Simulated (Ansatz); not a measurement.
## Does relaxation matter for the field gradients of SiO2?

Start: a COD entry, atoms as given.

Space group P4_12_12 (No. 92); a = 4.9640, c = 6.9200 Å.

| site | Wyckoff | site symmetry | x | y | z |
| --- | --- | --- | --- | --- | --- |
| Si | 4a | ..2 | 0.3000 | 0.3000 | 0.0000 |
| O | 8b | 1 | 0.2450 | 0.1000 | 0.1750 |

One atom of each set is listed.

All values are calculated (Ansatz; DFT, PBE, plane waves and PAW (field gradients read without the response of the frozen cores, which leaves them typically 4 to 6 % off), scalar-relativistic, 420 eV cutoff, Γ-centred 5×5×4 k-points, Fermi–Dirac smearing 0.02 eV), not measured.

The largest force at the start is 0.81 eV/Å. Relaxing the ions at fixed cell moves them by 0.124 Å at most (atom 10, O) and 0.104 Å rms. End positions:

Si (0.3059, 0.3059, 0.0000)
O (0.2366, 0.1180, 0.1858)

```
site  moved (Å)          first shell before           first shell after  V_zz before (10²¹ V/m²)  η before
  Si      0.042               4 O at 1.59 Å               4 O at 1.63 Å                    -0.51      0.07
   O      0.124  2 Si at 1.59 Å, angle 149°  2 Si at 1.63 Å, angle 142°                     9.23      0.11
```

(1) What are V_zz and η after the relaxation?

## Answers

(1) 

```
site  V_zz after  η after  change of V_zz
  Si       -0.36     0.74           +0.15
   O        9.71     0.20           +0.48
```

The largest change of V_zz is on O, from 9.23 to 9.71. In per cent, |V_zz| changes by -30 on Si, +5 on O (all sites that start above 0.5). Where |V_zz| stays above 0.1, η moves most on Si, from 0.07 to 0.74.
